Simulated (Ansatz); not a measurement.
Q: Hg (simple rhombohedral, space group No. 166) is relaxed with plane-wave PAW PBE (Ansatz code). What lattice parameters of the conventional cell result?

A: a = 4.140 Å, c = 5.936 Å.

Space group R-3m (simple rhombohedral). Symmetry was held in the PBE relaxation. The substance is a gas or liquid at ambient conditions; this is its low-temperature solid. The volume moved by 27 % from the start of the relaxation. Axis ratios of metals converge slowly with the k-mesh, so a and c are less sure than the volume. Scalar-relativistic: spin–orbit coupling is off unless named, which matters more the heavier the elements.

Potentials: the later of the program's two PAW sets.
